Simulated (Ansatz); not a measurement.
## Structure relaxation of Sc₃Bi

Computed with DFT r2SCAN, scalar-relativistic, plane waves, PAW in Ansatz 0.2.0. Cutoff 500 eV, Γ-centred k mesh, Gaussian smearing, no spin polarisation in the final step.

Sc₃Bi was placed on the Cu3Au (L1_2) structure type (Pm-3m, No. 221), with Bi in place of Au, Sc in place of Cu, at a guessed volume.

```yaml
crystal:
  lattice:
    - [4.55464, 0.00000, 0.00000]
    - [0.00000, 4.55464, 0.00000]
    - [0.00000, 0.00000, 4.55464]
  atoms:
    - { symbol: Sc, position: [0.00000, 0.50000, 0.50000] }
    - { symbol: Sc, position: [0.50000, 0.00000, 0.50000] }
    - { symbol: Sc, position: [0.50000, 0.50000, 0.00000] }
    - { symbol: Bi, position: [0.00000, 0.00000, 0.00000] }
```

Cell and atoms relax at zero pressure; the relaxation can't lower the symmetry of the start.

**Question.** What does it relax into?

**Answer.** It keeps Pm-3m (No. 221). The result has the Cu3Au (L1_2) structure. Conventional cell: a = 4.564 Å. Sc has 4 Bi at 3.23 Å and 8 Sc at 3.23 Å; around Bi lie 12 Sc at 3.23 Å.

Space group Pm-3m (No. 221). a = 4.564 Å, b = 4.564 Å, c = 4.564 Å, α = 90.00°, β = 90.00°, γ = 90.00°
```json
{"atom": "Sc", "site": "3c", "symmetry": "4/mm.m", "x": "0.0000", "y": "0.5000", "z": "0.5000"}
{"atom": "Bi", "site": "1a", "symmetry": "m-3m", "x": "0.0000", "y": "0.0000", "z": "0.0000"}
```

**Question.** What are its volume, density and gap?

**Answer.** The volume per atom is 23.76 Å³, the density is 6.01 g/cm³ and the gap on the 10×10×10 mesh is 0 eV (a metal).

The final run used a 10×10×10 mesh on its 4-atom cell and 0.10 eV smearing. Spin–orbit coupling is left out. A structure relaxed within its symmetry needn't be a true minimum.

Cost: 2 runs of about 1.3 core-minutes in all, on Arm Neoverse V2 (shared hosts).